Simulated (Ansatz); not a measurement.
GaN:
```cif
data_Ga3N3
_chemical_formula_sum 'Ga3 N3'
_space_group_name_H-M_alt 'P 1'
_space_group_IT_number 1
_cell_length_a 3.11189
_cell_length_b 3.11189
_cell_length_c 7.35096
_cell_angle_alpha 90.000
_cell_angle_beta 90.000
_cell_angle_gamma 120.000
loop_
_space_group_symop_operation_xyz
  'x, y, z'
loop_
_atom_site_label
_atom_site_type_symbol
_atom_site_fract_x
_atom_site_fract_y
_atom_site_fract_z
_atom_site_occupancy
Ga1 Ga 0.50000 0.50000 0.16667 1
Ga2 Ga 0.50000 0.00000 0.50000 1
Ga3 Ga 0.00000 0.50000 0.83333 1
N1 N 0.50000 0.50000 0.66667 1
N2 N 0.50000 0.00000 0.00000 1
N3 N 0.00000 0.50000 0.33333 1
```

Relaxed with r²SCAN+D4.

Question: Tabulate the valence density and the electron localisation function along the shortest Ga–Ga contact (2.90 Å), r²SCAN+D4 in the plane-wave PAW code Ansatz.

Answer: 

| distance from Ga (Å) | density (e/Å³) | ELF |
|---|---|---|
| 0.29 | 20.95 | 0.02 |
| 0.44 | 7.33 | 0.04 |
| 0.58 | 2.27 | 0.11 |
| 0.73 | 0.90 | 0.19 |
| 0.87 | 0.48 | 0.20 |
| 1.02 | 0.31 | 0.18 |
| 1.16 | 0.24 | 0.19 |
| 1.31 | 0.21 | 0.21 |
| 1.45 | 0.20 | 0.21 |
| 1.60 | 0.21 | 0.21 |
| 1.74 | 0.24 | 0.19 |
| 1.89 | 0.31 | 0.18 |
| 2.03 | 0.48 | 0.20 |
| 2.18 | 0.90 | 0.19 |
| 2.32 | 2.27 | 0.11 |
| 2.47 | 7.33 | 0.04 |
| 2.61 | 20.95 | 0.02 |

The density is the valence pseudo-density with augmentation charge, so density and ELF within about 1 Å of a nucleus are not all-electron values.

Space group P6_422. The start of the workflow was typed in or built on a structure type; neither database checked (COD, Materials Project) lists it. It is not the phase usual at ambient conditions (space group No. 186, 216). The r²SCAN+D4 relaxation kept the symmetry of its start; its stability against distortions is not shown here. The volume moved by -23 % from the start of the relaxation.

Potentials: the later of the program's two PAW sets.
